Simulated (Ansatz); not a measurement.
Au (fcc)

The computed numbers are results of PBE with spin–orbit coupling (two-component spinors) in the plane-wave PAW code Ansatz at 420 eV, Γ-centred 18×18×18 mesh, 0.05 eV Gaussian smearing. The datasets are Ansatz's generated set soft_2.

```
CELL_PARAMETERS angstrom
0.00000 2.07318 2.07318
2.07318 0.00000 2.07318
2.07318 2.07318 0.00000
ATOMIC_POSITIONS crystal
Au 0.00000 0.00000 0.00000
```

The pressure at this geometry is -0.1 GPa.

Problem. Which orbitals carry the states at the Fermi level, and how many states are there?

Solution. Within 0.1 eV of it: Au 6s 52 %, Au 5d 48 % (shares among the projected shells, which hold 79 % of the states there). The density of states at the Fermi level is about 0.31 states/eV per cell, averaged over 0.3 eV.

Density of states (tetrahedra, averaged over 0.5 eV; states/eV per cell of 1 atom; energy in eV from the Fermi level; projections on Löwdin-orthogonalised atomic orbitals, summed over sites):

```tsv
E	total	Au 5d	Au 6s
-6.60	1.56	1.19	0.35
-6.10	2.10	1.91	0.18
-5.60	2.14	2.07	0.04
-5.10	2.07	2.00	0.06
-4.60	1.58	1.37	0.17
-4.10	1.19	1.07	0.08
-3.60	2.07	1.97	0.07
-3.10	2.33	2.23	0.06
-2.60	1.85	1.78	0.05
-2.10	2.26	2.17	0.06
-1.60	0.98	0.90	0.06
-1.10	0.37	0.25	0.09
-0.60	0.32	0.16	0.11
-0.10	0.31	0.12	0.12
0.40	0.30	0.10	0.13
0.90	0.30	0.07	0.13
1.40	0.29	0.05	0.13
1.90	0.27	0.04	0.13
2.40	0.26	0.03	0.13
2.90	0.39	0.05	0.25
3.40	0.34	0.03	0.18
3.90	0.26	0.02	0.10
```

With 19 valence electrons in the calculation's cell and no magnetic order, the Kramers pairs of bands, two electrons each, can't all be full or empty: band theory demands a metal. The relaxed cell is 6 % larger in volume than the cell of this structure in the Crystallography Open Database (16.88 Å³/atom, 1988).
